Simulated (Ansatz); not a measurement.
# Computed energy over volume and axial ratio: WSi2 (MoSi2 type, space group I4/mmm)

WSi2 (MoSi2 type, space group I4/mmm)

```xyz
3
Lattice="-1.6147 1.6147 3.9339 1.6147 -1.6147 3.9339 1.6147 1.6147 -3.9339" Properties=species:S:1:pos:R:3 pbc="T T T"
W      0.0000     0.0000     0.0000
Si     0.0000     0.0000     2.6324
Si     0.0000     0.0000     5.2354
```

Grid over V/V₀ and (c/a)/(c/a)₀, subscript 0 meaning the relaxed cell; the conventional c axis lies along z; no internal relaxation.

Level of theory: PBE (plane waves to 420 eV, PAW, scalar-relativistic; Ansatz, a first-principles code). k mesh 20×20×20 (Γ-centred), Fermi-Dirac smearing 0.05 eV. Energies are smeared free energies. Compression counts positive. As the atoms are clamped, bonds stretch with the cell, which overstates energies and stresses. With partly filled bands, the response to shear is sensitive to the k mesh, so small differences along c/a are uncertain. Spin-orbit coupling is left out, though W is heavy. The PAW data are Ansatz's earlier set. WSi2 is run without spin polarisation. WSi2 was relaxed with its symmetry unable to fall. The zero of ΔE is the relaxed starting cell.

ΔE (eV/atom), with V/V₀ across and (c/a)/(c/a)₀ down:

| (c/a)/(c/a)₀ \ V/V₀ | 0.920 | 0.947 | 0.973 | 1.000 | 1.027 | 1.053 | 1.080 |
|---|---|---|---|---|---|---|---|
| 0.880 | 0.341 | 0.281 | 0.240 | 0.215 | 0.206 | 0.209 | 0.223 |
| 0.920 | 0.186 | 0.135 | 0.104 | 0.088 | 0.087 | 0.097 | 0.119 |
| 0.960 | 0.100 | 0.056 | 0.030 | 0.020 | 0.024 | 0.039 | 0.065 |
| 1.000 | 0.070 | 0.030 | 0.007 | 0.000 | 0.006 | 0.024 | 0.053 |
| 1.040 | 0.084 | 0.044 | 0.023 | 0.017 | 0.024 | 0.043 | 0.071 |
| 1.080 | 0.130 | 0.090 | 0.068 | 0.061 | 0.068 | 0.085 | 0.113 |
| 1.120 | 0.200 | 0.159 | 0.135 | 0.127 | 0.131 | 0.147 | 0.173 |

P (GPa), with V/V₀ across and (c/a)/(c/a)₀ down:

```
(c/a)/(c/a)₀ \ V/V₀  0.920  0.947  0.973  1.000  1.027  1.053  1.080
-------------------  -----  -----  -----  -----  -----  -----  -----
0.880                 31.1   22.0   14.2    7.3    1.3   -3.9   -8.4
0.920                 26.6   17.8   10.2    3.6   -2.2   -7.2  -11.5
0.960                 23.8   15.2    7.7    1.2   -4.4   -9.2  -13.4
1.000                 22.2   13.7    6.4    0.0   -5.5  -10.2  -14.3
1.040                 21.5   13.1    5.9   -0.4   -5.8  -10.4  -14.5
1.080                 21.6   13.4    6.2    0.0   -5.4  -10.0  -14.1
1.120                 22.3   14.1    7.0    0.8   -4.6   -9.2  -13.2
```

Read from the data:

The modulus against c/a change at fixed volume, (3/4V)·∂²E/∂(ln c/a)² (fit, atoms clamped) is 200 GPa, an upper bound as the atoms could relax. Lowest place on the grid: V/V₀ = 1.000, (c/a)/(c/a)₀ = 1.000 (0 meV/atom). Highest place on the grid: V/V₀ = 0.920, (c/a)/(c/a)₀ = 0.880 (341 meV/atom).

(A scan under strain: stresses follow from slopes of the energy per volume, elastic moduli from its curvatures.)
